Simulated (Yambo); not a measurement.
G0W0@PBEsol for CaS (rock salt, space group Fm-3m, No. 225) in Yambo. Reference settings: 4×4×4 Γ-centred k mesh, 103 bands and a 10 Ry block in the screening, 103 bands in G with the Bruneval-Gonze terminator, plasmon pole fitted at 27.2 eV. The PBEsol gap Γ → X on this mesh is 2.16 eV; G0W0 gaps are taken between the same points.

```csv
change from the reference,G0W0 gap Γ → X (eV),shift of the valence edge (eV)
reference settings,4.13,-1.18
44 bands in W,4.12,-1.01
4 Ry block,3.93,-0.97
no terminator,4.13,-1.09
no random integration,4.08,-0.98
"36 bands in G, no terminator",(withheld),-0.67
36 bands in G,4.12,-1.15
"64 bands in G, no terminator",4.10,-0.96
```

Estimate the withheld gaps from the other rows; the computed values follow.


- 36 bands in G, no terminator, G0W0 gap Γ → X (eV): 4.02

The reference isn't shown to be the converged limit.

Geometry relaxed with PBEsol; primitive cell a = 3.9819 Å, b = 3.9819 Å, c = 3.9819 Å, α = 60.00°, β = 60.00°, γ = 60.00°.

A shift is the quasiparticle energy of the state minus its PBEsol energy.
